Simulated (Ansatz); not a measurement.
Al2O3 (corundum), relaxed with r²SCAN (Ansatz, a quantum-chemistry and plane-wave program, plane waves, PAW): a = 4.7589 Å, b = 4.7589 Å, c = 12.9954 Å, α = 90.00°, β = 90.00°, γ = 120.00°.

| Item | Result |
|---|---|
| gap (eV) | 7.14 |
| ΔH_f (eV/atom) | -3.28 |
| B₀ by P(V) fit (GPa) | 256 |
| K_Hill (GPa) | 256 |
| G_Hill (GPa) | 165 |
| ε∞ | 3.06 |
| ε0 | 9.94 |
| highest Γ mode, no LO–TO term (cm⁻¹) | 758 |
| electron conductivity mass (mₑ) | 0.39 |
| Θ_D (K) | 1040 |

Question: The same phase is relaxed and computed with LDA in the same code. What are the cell and these values now?

Answer: a = b = 4.729 Å, c = 12.891 Å, α = β = 90.00°, γ = 120.00°.

- gap (eV): 6.43
- ΔH_f (eV/atom): -3.25
- B₀ by P(V) fit (GPa): 257
- K_Hill (GPa): 257
- G_Hill (GPa): 163
- ε∞: 3.23
- ε0: 10.0
- highest Γ mode, no LO–TO term (cm⁻¹): 750
- electron conductivity mass (mₑ): 0.40
- Θ_D (K): 1030

All cells were relaxed under the symmetry of their starts (and spin orders); stability against distortions was not tested throughout.

Potentials: the later of the program's two PAW sets.

Ansatz is a plane-wave DFT program.

Formation energies count from the lowest solids of the elements computed at the same level, not from gases.
